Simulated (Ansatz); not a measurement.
Re$_{3}$W:
```
Re3W
1.0
   -1.95946     1.95946     3.92633
    1.95946    -1.95946     3.92633
    1.95946     1.95946    -3.92633
Re W
3 1
Direct
  0.75000   0.25000   0.50000
  0.25000   0.75000   0.50000
  0.50000   0.50000   0.00000
  0.00000   0.00000   0.00000
```

Relaxed with r²SCAN. Special points in fractions of this cell's reciprocal vectors: Γ (0.000, 0.000, 0.000); X (0.000, 0.000, 0.500); P (0.250, 0.250, 0.250); N (0.000, 0.500, 0.000); M (0.500, 0.500, -0.500); S (0.312, 0.688, -0.312); S0 (-0.312, 0.312, 0.312); R (-0.125, 0.125, 0.500); G (0.500, 0.500, -0.125).

Q: List the band energies nearest the Fermi level at these points for r²SCAN with spin–orbit coupling (plane waves, PAW; program Ansatz).

A: In eV from the Fermi level; about four levels below and three above (degenerate sets whole), none deeper than 8.9 eV; points with the same levels are listed once.

```tsv
k	below	above
Γ	-1.78 -1.78 -1.25 -1.25	0.35 0.35 0.76 0.76
X	-1.41 -1.41 -0.22 -0.22	0.06 0.06 0.15 0.15
P	-0.98 -0.98 -0.74 -0.74	2.81 2.81 3.30 3.30
N	-2.22 -2.22 -1.80 -1.80	0.33 0.33 0.58 0.58
M	-1.33 -1.33 -0.92 -0.92	0.38 0.38 0.69 0.69
S	-1.74 -1.74 -0.91 -0.91	0.00 0.00 0.33 0.33
R	-1.00 -1.00 -0.80 -0.80	0.71 0.71 1.05 1.05
```

Space group I4/mmm. The workflow started from a Materials Project entry (that database holds measured and hypothetical structures alike); the Crystallography Open Database copy checked does not list it. Whether it is the stable phase at ambient conditions was not checked. The cell was relaxed with r²SCAN under the symmetry of its start; whether a distortion lowers the energy is not shown. No spin polarisation was allowed.

Potentials: the later of the program's two PAW sets.
